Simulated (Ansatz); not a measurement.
# RbZn4S3 in Ansatz, settings compared

input.yaml:

```yaml
crystal:
  lattice:
    - [4.17843, 0.0, 0.0]
    - [0.0, 4.17843, 0.0]
    - [0.0, 0.0, 10.568146]
  atoms:
    - { symbol: Rb, position: [0.0, 0.0, 0.5] }
    - { symbol: S, position: [0.5, 0.5, 0.27771] }
    - { symbol: S, position: [0.5, 0.5, 0.72229] }
    - { symbol: S, position: [0.0, 0.0, 0.0] }
    - { symbol: Zn, position: [0.0, 0.5, 0.15339] }
    - { symbol: Zn, position: [0.5, 0.0, 0.15339] }
    - { symbol: Zn, position: [0.0, 0.5, 0.84661] }
    - { symbol: Zn, position: [0.5, 0.0, 0.84661] }
  symmetry: { tolerance: 0.0003 }
kpoints:
  mp_grid: { grid: [4, 4, 2], shift: [0, 0, 0] }
magnetization:
  spin_polarized: false
scf:
  occupations: { method: fermi_dirac }
hamiltonian:
  pseudopotentials: { kind: paw }
  xc: r2scan
basis:
  ecutwfc: 500
output:
  forces: true
  stress: true
  eigenvalues: true
  write_density: true
  write_potential: true
  elf: true
  volumetric_format: npy
```

The command:

```bash
ansatz run input.yaml --threads 1 --pin off --max-ram 2560MiB --backend cpu --events-out ev --progress --plain --runs-dir out
```

Origin of the cell: a known structure type with other elements, at an estimated volume, so it need not be a known compound.

The smearing width isn't typed, so it takes its default of 0.1 eV.

Output of this run (shortened):

```
Pseudopotentials: kind: paw
Pseudopotential: Rb, paw, valence charge 9, recommended cutoff 500 eV (meta_gga), Rb.paw.azcp
Pseudopotential: S, paw, valence charge 6, recommended cutoff 500 eV (meta_gga), S.paw.azcp
Pseudopotential: Zn, paw, valence charge 12, recommended cutoff 500 eV (meta_gga), Zn.paw.azcp
Functional definition: r2SCAN
  exchange = r2scan_x(k0 = k0, k1 = k1, a1 = a1)
  correlation = r2scan_c
Crystal: 8 atoms, lattice volume = 184.512 Å³
Basis set: ecut = 500 eV, 4687 PW (Γ), exchange–correlation on 128×128×320 points (64 copies of the dense FFT grid, shifted against one another)
Bands: 46, of which v1, the nominal top of the filled ones, is band 38 counted from 1 (37 counted from 0)
Symmetry: 16 space group operations
[… 11 lines left out …]
Initial density: superposition of atomic densities (neutral atoms: chi_scale 0, normalization atom), corrected by the library's trained network
Functional: x = r2scan, c = r2scan; τ floored in thin density (d = 2e-4 eV/Å³)
SCF iter   1: F=—  HF=-19300.448310 eV  Δρ=1.37e-2  dr2=1.95e-1  dr2_τ=1.09e-2
SCF iter   2: F=—  HF=-19300.655120 eV  Δρ=1.87e-2  dr2=3.90e-1  dr2_τ=2.63e-3  recentre
SCF iter   3: F=—  HF=-19300.440733 eV  Δρ=3.93e-3  dr2=1.93e-2  dr2_τ=8.62e-5
SCF iter   4: F=—  HF=-19300.439259 eV  Δρ=6.68e-4  dr2=3.10e-3  dr2_τ=3.41e-5
SCF iter   5: F=—  HF=-19300.439114 eV  Δρ=3.72e-4  dr2=5.55e-4  dr2_τ=4.32e-6
SCF iter   6: F=—  HF=-19300.439108 eV  Δρ=7.70e-5  dr2=4.05e-5  dr2_τ=8.10e-7
SCF iter   7: F=—  HF=-19300.439160 eV  Δρ=3.47e-5  dr2=3.57e-6  dr2_τ=1.24e-7
SCF iter   8: F=—  HF=-19300.439161 eV  Δρ=1.22e-5  dr2=3.93e-7  dr2_τ=1.12e-8
SCF iter   9: F=-19300.439161 eV  HF=-19300.439161 eV  Δρ=2.30e-6  dr2=9.48e-9  dr2_τ=3.32e-10
SCF 1 converged in 9 iterations: F = -19300.439161 eV  dr2 = 9.48e-9
SCF converged after 9 iterations
Free energy (F): -19300.439161 eV
Harris-Foulkes:  -19300.439161 eV  (|F-HF|=1.16e-8)
Internal energy: -19300.275732 eV  (E = F + TS)
E sigma→0 (E₀):  -19300.357446 eV
Entropy (-TS):   -0.163429 eV (-20.429 meV/atom)
Fermi energy:    7.661019 eV
--- Per-component energies (eV) ---
  E_band       = -97.667866
  E_kinetic    = 1029.798627
  E_local      = -10930.811343  (includes V_loc(G=0)·N_el)
  E_nonlocal   = 2728.353579
  E_hartree    = 4688.228833
  E_xc         = -892.193999
  E_vxc        = -644.546681  (∫ρ·V_xc dr)
  E_paw        = -11860.964402  (= ΣΔE_a)
  E_vpaw       = -1690.579905  (= ΣTr[D̂ρ^β])
  E_aug_tail   = -0.000222  (compensation charges beyond the density's cutoff)
  E_vtau       = 33.658943  (kinetic-family band-sum trace: ∫τ·v_τ [+ j·A + Jᵃ·Aᵃ] dr)
  E_ewald      = -4061.480102
  E_core_change = -1.206703  (= ΣΔE_core)
  E_smearing   = -0.163429  (= −TS)
  Σ components = -19300.439161   (vs F -19300.439161, Δ=0.00e0)
--- Forces (eV/Å), atoms counted from 1 ---
  atom   1  Rb     0.000000     0.000000     0.000000
[… 2 lines left out …]
  atom   4  S      0.000000     0.000000     0.000000
  atom   5  Zn     0.000000     0.000000    -0.069909
  atom   6  Zn     0.000000     0.000000    -0.069909
  atom   7  Zn     0.000000     0.000000     0.069909
  atom   8  Zn     0.000000     0.000000     0.069909
  max |Σ_I F_I| component: 6.94e-17 eV/Å
--- Stress (GPa, compression-positive) ---
        0.845132       0.000000       0.000000
        0.000000       0.845132       0.000000
        0.000000       0.000000      -2.085953
  P = ⅓ Tr σ = -0.1319 GPa (-1.319 kbar)
```

The same input was run again with these changes:

1. `scf.mixing.preconditioner` default → local_kerker; `kpoints.mp_grid.grid` [4, 4, 2] → [3, 3, 1]; `hamiltonian.xc` r2scan → pbe
2. `scf.occupations.method` fermi_dirac → tetrahedron
3. `scf.mixing.preconditioner` default → kerker
4. `scf.max_iter` default → 1

| run | end | SCF iterations | P (GPa) | max force component (eV/Å) | moment (μB) | ΔE(σ→0) (meV/atom) |
| --- | --- | --- | --- | --- | --- | --- |
| base | converged | 9 | -0.13 | 0.169 | – | 0 |
| 1 | converged | 8 | 1.18 | 0.231 | – | – |
| 2 | converged | 10 | -0.05 | 0.332 | – | -4.29 |
| 3 | converged | 11 | -0.13 | 0.169 | – | 0.00 |
| 4 | SCF not converged | 1 | – | – | – | – |

Energies are compared only where functional, datasets, charge and starting cell are the same.

Not properties of the system: run 1 (too coarse or loose: `kpoints.mp_grid.grid` = [3, 3, 1]).

Caveats of the base run: no moments, though an odd count or open d shells may carry them; the k mesh is coarse if the cell is a metal.

Run 2: forces and stress under tetrahedra may miss the slope of the energy.

Time of the base run: 11 s of wall time on 1 CPU thread(s) of a shared host, from the program's own first density.
